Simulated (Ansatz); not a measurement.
Te:
```
Te
1.0
    4.52493     0.00000     0.00000
   -2.26247     3.91871     0.00000
    0.00000     0.00000     5.95080
Te
3
Direct
  0.26783   0.00000   0.33333
  0.00000   0.26783   0.66667
  0.73217   0.73217   0.00000
```

Relaxed with PBE.

Which orbitals make up the states near the band edges in PBE (plane waves, PAW; program Ansatz)?

Top 1 eV of the valence band: Te 5p 94 %. Bottom 1 eV of the conduction band: Te 5p 91 %. Projections are on Löwdin-orthogonalised atomic valence shells; empty p or d shells of many metals are not among them.

Tabulate the density of states.

States/eV per cell of 3 atoms, in 0.25 eV bins, energy from the valence-band maximum.

```
E (eV)  total  Te 5p  Te 5s
------  -----  -----  -----
-7.87    0.00   0.00   0.00
-7.62    0.00   0.00   0.00
-7.37    0.00   0.00   0.00
-7.12    0.00   0.00   0.00
-6.87    0.00   0.00   0.00
-6.62    0.00   0.00   0.00
-6.37    0.00   0.00   0.00
-6.12    0.00   0.00   0.00
-5.87    0.00   0.00   0.00
-5.62    0.00   0.00   0.00
-5.37    0.25   0.25   0.00
-5.12    1.20   1.18   0.02
-4.87    1.73   1.69   0.03
-4.62    2.68   2.62   0.04
-4.37    3.58   3.49   0.07
-4.12    2.87   2.77   0.08
-3.87    2.35   2.25   0.09
-3.62    2.20   2.08   0.10
-3.37    3.47   3.28   0.16
-3.12    2.16   2.03   0.11
-2.87    2.04   1.91   0.11
-2.62    1.53   1.43   0.08
-2.37    1.42   1.33   0.08
-2.12    2.30   2.16   0.11
-1.87    2.47   2.32   0.11
-1.62    3.03   2.85   0.13
-1.37    3.13   2.94   0.14
-1.12    3.44   3.23   0.15
-0.87    3.07   2.89   0.12
-0.62    1.97   1.85   0.09
-0.37    1.00   0.93   0.05
-0.12    0.14   0.13   0.01
0.13     0.00   0.00   0.00
0.38     0.01   0.01   0.00
0.63     1.38   1.26   0.07
0.88     3.75   3.43   0.17
1.13     2.88   2.64   0.11
1.38     3.22   2.98   0.08
1.63     3.05   2.83   0.06
1.88     2.76   2.57   0.04
2.13     2.18   2.02   0.03
2.38     1.99   1.85   0.02
2.63     1.15   1.08   0.01
2.88     0.91   0.86   0.01
3.13     0.65   0.54   0.01
3.38     0.35   0.12   0.00
3.63     0.59   0.08   0.00
3.88     0.84   0.07   0.00
4.13     1.30   0.08   0.00
4.38     1.92   0.09   0.00
4.63     2.02   0.08   0.00
4.88     1.07   0.03   0.00
```

Space group P3_121 (trigonal Se type). Symmetry was held in the PBE relaxation. A crystal of weakly bound chains computed without a dispersion correction: the cell and the soft elastic constants depend strongly on that. Scalar-relativistic: spin–orbit coupling is off unless named, which matters more the heavier the elements.

Potentials: the later of the program's two PAW sets.
